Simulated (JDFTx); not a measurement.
```json
{
  "surface": "Ti(0001)",
  "bulk": "Ti, P6_3/mmc, lattice of mp-46 (not re-optimised)",
  "slab": "4 atoms in 4 planes, 1x1, 6.8 Å between the outermost planes",
  "in-plane cell": "2.936 × 2.936 Å, 7.46 Å²",
  "cell_height": "23.0 Å",
  "sampling": "8×8×1 k mesh, Fermi smearing 0.01 Ha, no spin polarisation"
}
```

Profiles through the double layer of this slab, charged, in CANDLE, water, 2 M NaF; PBE, GBRV ultrasoft potentials, plane waves to 20/100 Ha, a modified build of JDFTx. z is the height above the outermost atoms, φ the plane-averaged electrostatic potential energy of an electron (zero in the bulk liquid), ρ_b the bound charge of solvent and ions, s the cavity shape function (0 in the solid, 1 in the liquid).

| z (Å) | n (e/Å³) | s | φ (eV) | ρ_b (10⁻³ e/Å³) |
|---|---|---|---|---|
| 0.81 | 0.1918 | 0.00 | -6.471 | 0.00 |
| 1.28 | 0.0594 | 0.00 | -2.731 | -0.13 |
| 1.75 | 0.0238 | 0.00 | -0.892 | -2.62 |
| 2.22 | 0.0087 | 0.01 | -0.171 | -5.09 |
| 2.69 | 0.0030 | 0.10 | -0.038 | 0.27 |
| 3.16 | 0.0010 | 0.35 | -0.019 | 0.75 |
| 3.63 | 0.0003 | 0.65 | -0.013 | 0.29 |
| 4.10 | 0.0001 | 0.90 | -0.010 | 0.10 |
| 4.57 | 0.0000 | 0.99 | -0.008 | 0.03 |
| 5.04 | 0.0000 | 1.00 | -0.006 | 0.01 |
| 5.51 | 0.0000 | 1.00 | -0.005 | 0.00 |
| 5.98 | 0.0000 | 1.00 | -0.004 | 0.00 |
| 6.45 | 0.0000 | 1.00 | -0.003 | 0.00 |
| 6.92 | 0.0000 | 1.00 | -0.003 | 0.00 |
| 7.39 | 0.0000 | 1.00 | -0.002 | 0.00 |
| 7.86 | 0.0000 | 1.00 | -0.002 | 0.00 |

Task: Is the electrode positively or negatively charged, and roughly by how much?

Result: Positively: σ = 4.8 μC/cm² per face. The liquid's bound charge is of the opposite sign overall, and far from the surface φ decays with the screening length (2.1 Å).
